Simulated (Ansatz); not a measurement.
Is this HfSnO4 structure stable?

The cell was found from a structure generator's guess, not taken from experiment.

The calculation used DFT PBE, scalar-relativistic, plane waves, PAW in Ansatz 0.2.0. Plane waves to 420 eV, a 6×6×8 mesh through Γ for the 6-atom cell and 0.02 eV Gaussian smearing; no spin polarisation.

```cif
data_structure
_symmetry_space_group_name_H-M 'P 1'
_symmetry_Int_Tables_number 1
_cell_length_a 4.8677
_cell_length_b 4.8677
_cell_length_c 3.2276
_cell_angle_alpha 90.000
_cell_angle_beta 90.000
_cell_angle_gamma 90.429
_cell_volume 76.48
loop_
_atom_site_label
_atom_site_type_symbol
_atom_site_fract_x
_atom_site_fract_y
_atom_site_fract_z
_atom_site_occupancy
Hf1 Hf 0.50000 0.50000 0.50000 1
Sn1 Sn 0.00000 0.00000 0.00000 1
O1 O 0.69435 0.69435 0.00000 1
O2 O 0.80564 0.19436 0.50000 1
O3 O 0.19436 0.80564 0.50000 1
O4 O 0.30565 0.30565 0.00000 1
```

Formation energies are uncorrected and refer to the elements' standard structures at the same level (O₂ as a molecule). The references include grey tin.

**Question.** These tests were run: energy against the elements; random kick, then relaxation without symmetry; phonons on a 2×2×2 q mesh. What do they show?

**Answer.**

```
                                         test                                                                                   result
                  energy against the elements                                                                           −2.520 eV/atom
random kick, then relaxation without symmetry                                                                                  returns
                    phonons on a 2×2×2 q mesh  no imaginary mode on the mesh, but the interpolation dips to 6i cm⁻¹ between its points
```

It fails none of these tests. Other phases of the system weren't compared here, so this isn't yet thermodynamic stability.

These runs have no spin–orbit coupling, which can matter for Hf. The kick test ran on a coarse mesh. The run for the phonons used a 6×6×8 k mesh.
